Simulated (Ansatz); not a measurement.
**Structures of Se₃S₂: which is lowest?**

Plane-wave DFT in Ansatz with scalar-relativistic PAW potentials, cutoff 420 eV, Γ-centred meshes chosen by cell and gap, Gaussian smearing with energies taken to zero width. Every cell was relaxed (cell and atoms) in a run of its own, within the symmetry of its start. Functional: PBE.

Relaxed structures (starts from databases or built by putting these elements on another compound's sites):
A. R-3m, 5 atoms in the computed cell, a = 3.932 Å, c = 22.959 Å; sites (symmetry × multiplicity) Se -3m × 3 + 3m × 6, S 3m × 6; start: built
B. P6/mmm, 5 atoms in the computed cell, a = 4.879 Å, c = 5.159 Å; sites (symmetry × multiplicity) Se -6m2 × 2 + 6/mmm × 1, S -6m2 × 2; start: built

**Question.** Rank them by energy. Could pressure change the order?

**Answer.**
| structure | group | E − E(lowest) (meV/atom) | V (Å³/atom) | gap on mesh (eV) |
| --- | --- | --- | --- | --- |
| A | R-3m | 0.0 | 20.50 | 0.00 |
| B | P6/mmm | 257 | 21.27 | 0.00 |

A is lowest, 257 meV/atom under B. The lowest is also the densest of these, so pressure wouldn't bring one of the others in at first order. Other structures may lie lower than all of these, and vibrations aren't counted.

Spin polarisation was left out, and a magnetic state may lie lower.